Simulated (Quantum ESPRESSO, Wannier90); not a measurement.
**Tight-binding from DFT: HgTe (zinc blende)**

```xyz
2
Lattice="0.0000 3.2900 3.2900 3.2900 0.0000 3.2900 3.2900 3.2900 0.0000" Properties=species:S:1:pos:R:3 pbc="T T T"
Hg     0.0000     0.0000     0.0000
Te    -1.6450    -1.6450    -1.6450
```

Structure: Materials Project mp-2730, symmetrised, not relaxed again. COD (Crystallography Open Database) has the formula in 2 space groups, this one among them (matched by group alone). Level: PBEsol, no spin polarisation, no spin-orbit coupling; pw.x of Quantum ESPRESSO at 66 Ry with PseudoDojo potentials, 8×8×8 k-points, Wannier90. Density: 8×8×8 mesh, Gaussian smearing 0.01 Ry. Spin-orbit coupling is left out although heavy elements are present.

Base run: 8 functions from bands 10,16-31 of the 31 computed, start hydrogen-like Hg: s;p; Te: s;p, centres 0.05 Å off the atoms, frozen window up to 1.50 eV relative to the Fermi level, outer window open. Bands 11–15 (Hg 5d 93 %, Te 5p 4 %) lie between the kept ones and are excluded. Its settings: num_cg_steps = 5, trial_step = 2 and dis_mix_ratio = 0.5 (the program's defaults), conv_tol = 1.0e-6 over 4 steps, num_iter = 1000, dis_conv_tol = 1.0e-6, dis_num_iter = 1000. One of them is changed at a time.

```json
[
 {"run": "base", "disentanglement steps": "158", "localisation steps": "637", "Ω_I (Å²)": "17.992", "Ω_total (Å²)": "20.117", "ended": "converged"},
 {"run": "num_cg_steps = 20", "disentanglement steps": "158", "localisation steps": "244", "Ω_I (Å²)": "17.992", "Ω_total (Å²)": "20.117", "ended": "converged"},
 {"run": "fixed_step = 2.0", "disentanglement steps": "158", "localisation steps": "1000", "Ω_I (Å²)": "17.992", "Ω_total (Å²)": "23.988", "ended": "step limit"},
 {"run": "dis_num_iter = 20", "disentanglement steps": "20", "localisation steps": "718", "Ω_I (Å²)": "18.125", "Ω_total (Å²)": "20.335", "ended": "step limit"}
]
```
